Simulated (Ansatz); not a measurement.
## Rb2Sb6Pd: input and output

Input file of Ansatz 0.2.0:

```yaml
crystal:
  lattice:
    - [0.0, 5.008897, 5.008897]
    - [5.008897, 0.0, 5.008897]
    - [5.008897, 5.008897, 0.0]
  atoms:
    - { symbol: Pd, position: [0.0, 0.0, 0.0] }
    - { symbol: Rb, position: [0.25, 0.25, 0.25] }
    - { symbol: Rb, position: [0.75, 0.75, 0.75] }
    - { symbol: Sb, position: [0.75, 0.25, 0.25] }
    - { symbol: Sb, position: [0.25, 0.75, 0.25] }
    - { symbol: Sb, position: [0.25, 0.75, 0.75] }
    - { symbol: Sb, position: [0.75, 0.25, 0.75] }
    - { symbol: Sb, position: [0.25, 0.25, 0.75] }
    - { symbol: Sb, position: [0.75, 0.75, 0.25] }
  symmetry: { tolerance: 0.0003 }
kpoints:
  mp_grid: { grid: [6, 6, 6], shift: [0, 0, 0] }
  band_path:
    path:
      - [0.0, 0.0, 0.0]
      - [0.5, 0.0, 0.5]
      - [0.625, 0.25, 0.625]
      - [0.375, 0.375, 0.75]
      - [0.0, 0.0, 0.0]
      - [0.5, 0.5, 0.5]
      - [0.5, 0.25, 0.75]
      - [0.5, 0.0, 0.5]
    npoints: 8
magnetization:
  spin_polarized: false
scf:
  occupations: { method: fermi_dirac, width: 0.0219 }
  lower_state_search: "off"
  max_iter: 200
hamiltonian:
  pseudopotentials: { kind: paw }
  xc: pbe
basis:
  ecutwfc: 420
  fft_grid_basis: typed
output:
  forces: true
  stress: true
  eigenvalues: true
  bader: true
  populations: true
  elf: true
  write_potential: true
  volumetric_format: npy
  dos:
    e_range: [-12, 8]
    de: 0.05
    projected: { site_lists: { Pd: [Pd], Rb: [Rb], Sb: [Sb] } }
checkpoint:
  read: saved_state
```

The saved state is an earlier solution for the same cell, perhaps on another mesh. 

Excerpt of what it printed:

```
Pseudopotentials: kind: paw
Pseudopotential: Pd, paw, valence charge 18, recommended cutoff 420 eV (normal), Pd.paw.azcp
Pseudopotential: Rb, paw, valence charge 9, recommended cutoff 420 eV (normal), Rb.paw.azcp
Pseudopotential: Sb, paw, valence charge 15, recommended cutoff 420 eV (normal), Sb.paw.azcp
Functional definition: PBE
  exchange = pbe_x(kappa = kappa, mu = beta*pi^2/3)
  correlation = pbe_c(beta = beta)
Crystal: 9 atoms, lattice volume = 251.337 Å³
Basis set: ecut = 420 eV, 4957 PW (Γ), exchange–correlation on 96×96×96 points (8 copies of the dense FFT grid, shifted against one another)
Bands: 76, of which v1, the nominal top of the filled ones, is band 63 counted from 1 (62 counted from 0)
Symmetry: 48 space group operations
Space group: Fm-3m (ITA 225), of the structure as read, at distance tolerance 1.9e-3 Å
k-points: 16 of 216
Initial density: read from a saved state, or passed on in memory by an earlier SCF of this step, an earlier step, the calling program or the single point that the run made first
Functional: x = pbe(κ = 0.804, μ = 0.2195), c = pbe(β = 0.0667)
SCF iter   1: F=—  Δρ=2.54e-3  dr2=2.12e-2
SCF iter   2: F=—  Δρ=1.11e-3  dr2=3.99e-3
SCF iter   3: F=—  Δρ=2.64e-4  dr2=2.27e-4
SCF iter   4: F=—  Δρ=6.33e-5  dr2=1.56e-5
SCF iter   5: F=—  Δρ=1.77e-5  dr2=1.68e-6
SCF iter   6: F=—  Δρ=5.73e-6  dr2=1.10e-7
SCF iter   7: F=-52413.1695 eV  Δρ=1.80e-6  dr2=1.60e-8
Free energy (F): -52413.1695 eV
Harris-Foulkes:  -52413.1695 eV  (|F-HF|=5.75e-9)
Internal energy: -52413.1600 eV  (E = F + TS)
E sigma→0 (E₀):  -52413.1647 eV
Entropy (-TS):   -0.0095 eV (-1.058 meV/atom)
Fermi energy:    10.2107 eV
--- Per-component energies (eV) ---
  E_band       = -1370.3173
  E_kinetic    = 2155.9584
  E_local      = -14482.4536  (includes V_loc(G=0)·N_el)
  E_nonlocal   = 2735.5873
  E_hartree    = 6329.9745
  E_xc         = -1266.7452
  E_vxc        = -1071.4265  (∫ρ·V_xc dr)
  E_paw        = -36437.2951  (= ΣΔE_a)
  E_vpaw       = -3367.9283  (= ΣTr[D̂ρ^β])
  E_aug_tail   = 0.0002  (compensation charges beyond the density's cutoff)
  E_ewald      = -11448.1865
  E_smearing   = -0.0095  (= −TS)
--- Forces (eV/Å), atoms counted from 1 ---
  atom   1  Pd     0.0000     0.0000     0.0000
  atom   2  Rb     0.0000     0.0000     0.0000
  atom   3  Rb     0.0000     0.0000     0.0000
  atom   4  Sb     2.2615     0.0000     0.0000
  atom   5  Sb     0.0000     2.2615     0.0000
  atom   6  Sb    -2.2615     0.0000     0.0000
  atom   7  Sb     0.0000    -2.2615     0.0000
  atom   8  Sb     0.0000     0.0000     2.2615
  atom   9  Sb     0.0000     0.0000    -2.2615
--- Stress (GPa, compression-positive) ---
        8.4882       0.0000       0.0000
        0.0000       8.4882       0.0000
        0.0000       0.0000       8.4882
  P = ⅓ Tr σ = 8.4882 GPa (84.882 kbar)
--- Löwdin populations: 9 sites ---
  site symbol       q [e]
     0     Pd     17.2793
     1     Rb      8.3460
     2     Rb      8.3460
     3     Sb     15.2403
     4     Sb     15.2403
     5     Sb     15.2403
     6     Sb     15.2403
     7     Sb     15.2403
     8     Sb     15.2403
  spilling = 0.0047 (of n_electrons = 126.0000)
--- Bader charges: 9 sites ---
  site symbol  charge [e]  shift [e]
     0     Pd     -0.8794     0.0015
     1     Rb      0.6194     0.0000
     2     Rb      0.6194     0.0000
     3     Sb     -0.0599     0.0002
     4     Sb     -0.0599     0.0002
     5     Sb     -0.0599     0.0002
     6     Sb     -0.0599     0.0002
     7     Sb     -0.0599     0.0002
     8     Sb     -0.0599     0.0002
```

Origin: a known structure type with other elements, at an estimated volume, so it need not be a known compound. Caveats: atoms or cell far from equilibrium.
